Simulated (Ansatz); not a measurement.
CsSnBr3 (cubic perovskite, Pm-3m) at seven volumes, plane-wave PAW PBE (Ansatz code), scaled uniformly. One row is withheld.

| V (Å³/atom) | P (GPa) |
|---|---|
| 37.131 | ? |
| 38.355 | 1.37 |
| 39.579 | 0.63 |
| 40.803 | 0.00 |
| 42.027 | -0.53 |
| 43.251 | -0.98 |
| 44.475 | -1.36 |

Task: Fit the shown pressures and predict the withheld one.

Result: P = (3/2)B₀(x^(7/2) − x^(5/2))[1 + (3/4)(B′ − 4)(x − 1)] with x = (V₀/V)^(2/3). Least squares on the six rows gives V₀ = 40.805 Å³/atom, B₀ = 19.2 GPa, B′ = 4.56. At V = 37.131, x = 1.0649 and P = 2.25 GPa. The run itself gave 2.24 GPa.

Symmetry was held in the PBE relaxation; of distortions, only those at the zone centre were tested. Spin–orbit coupling is left out wherever it is not named.

Potentials: the later of the program's two PAW sets.
